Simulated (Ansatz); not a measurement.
CuS in space group Cmcm (No. 63; Cu on 8f, Cu on 4c, S on 8f, S on 4c), the program Ansatz at the PBE level (PAW), all energies at zero smearing, with the estimated change up to a 700 eV cutoff added, with one set of potentials and settings (totals compare only within such a set). Cell of 12 atoms (6 Cu, 6 S): -45165.859 eV.

```csv
element,reference phase,E (eV/atom)
Cu,"Fm-3m, 1 atoms in the cell",-6625.1757
S,"Fddd, 32 atoms in the cell",-902.0599
```

Formation energy per atom, worked out: (-45165.859 − 6×(-6625.1757) − 6×(-902.0599))/12 = -0.204 eV/atom (-20 kJ per mol of atoms), at 0 K, without zero-point energy or fitted corrections.

The workflow started from a Materials Project entry (that database holds measured and hypothetical structures alike); the Crystallography Open Database files this formula in space group No. 63, but the cells were not matched. Whether it is the stable phase at ambient conditions was not checked. Symmetry was held in the PBE relaxation; its stability against distortions is not shown here. No spin polarisation was allowed. The references are the lowest solids computed at this level, not always the standard phases.

Potentials: the later of the program's two PAW sets.
